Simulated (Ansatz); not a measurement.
The start is a generated trial cell of W in the AFLOW prototype A_hR3_166_ac (C19, as in Sm). A full variable-cell relaxation at zero pressure is run with PBE (plane waves to 420 eV, PAW, scalar-relativistic; Ansatz, a program for electronic structure). First-step values are on the input's coarse k-mesh.

Ansatz input (later rounds restart from its end on a renewed k-mesh):
Ansatz 0.2 input:
```yaml
crystal:
  lattice:
    - [1.4139321, 0.8163341, 6.834471]
    - [-1.4139321, 0.8163341, 6.834471]
    - [0, -1.6326681, 6.834471]
  atoms:
    - { symbol: W, position: [0, 0, 0] }
    - { symbol: W, position: [0.22222, 0.22222, 0.22222] }
    - { symbol: W, position: [0.77778, 0.77778, 0.77778] }
basis: { ecutwfc: 420, ecutrho_ratio: 4, xc_grid: 2, fft_grid_basis: typed }
kpoints: { mp_grid: { grid: [13, 13, 13] } }
hamiltonian:
  xc: pbe
  dispersion: none
  pseudopotentials: { azcp: { folder: ./paw }, kind: paw }
scf: { occupations: { method: fermi_dirac, width: 0.05 } }
relax: { f_tol: 0.01, max_steps: 100, cell: { stress_tol: 0.02 } }
output: { forces: true, stress: true }
```

### Question
What pressure does the first self-consistent step give?

### Answer
+12.0 GPa (positive: the cell is compressed).

### Question
What is the largest force in the starting geometry, and on which atom (counted from 1)?

### Answer
0.28 eV/Å, on W2, W3 (atoms numbered as listed).

### Question
How much energy is released per atom?

### Answer
0.08 eV/atom.

### Question
How does the volume change?

### Answer
+4.6 %, from 15.78 to 16.50 Å³/atom.

### Question
How do the shortest distances between atoms change?

### Answer
The closest pairs of elements (up to four, under 3.6 Å), start → end: W–W 2.80 → 2.78 Å.

### Question
Is the relaxed structure metallic? Give its gap.

### Answer
No gap (metallic).

### Question
Write out the relaxed structure.

### Answer

```cif
data_W9
_chemical_formula_sum 'W9'
_space_group_name_H-M_alt 'R-3m :H'
_space_group_IT_number 166
_space_group_name_Hall '-R 3 2"'
_cell_length_a 2.78384
_cell_length_b 2.78384
_cell_length_c 22.12225
_cell_angle_alpha 90.000
_cell_angle_beta 90.000
_cell_angle_gamma 120.000
loop_
_atom_site_label
_atom_site_type_symbol
_atom_site_symmetry_multiplicity
_atom_site_Wyckoff_symbol
_atom_site_fract_x
_atom_site_fract_y
_atom_site_fract_z
_atom_site_occupancy
W1 W 3 a 0.00000 0.00000 0.00000 1
W2 W 6 c 0.00000 0.00000 0.22244 1
```
(The calculation used a cell of 3 atoms; values per cell refer to that cell.)

The space group stays R-3m (No. 166) (the run could not lower it); the end is AFLOW prototype A_hR3_166_ac (C19, as in Sm), with 3 atoms in the primitive cell. Final values are on a 19×19×19 k-mesh of the relaxed cell. No spin polarisation in the result.

The run could not lower the symmetry of its start; a shaken copy of this end point relaxes with PBE to Im-3m (No. 229), 0.49 eV/atom lower.

The relaxed structure here is a generated cell of W: the first start was made by placing the elements on the sites of a structure type, and the end was not matched to a known phase here, so it may be hypothetical. Known forms of W include space group No. 229.
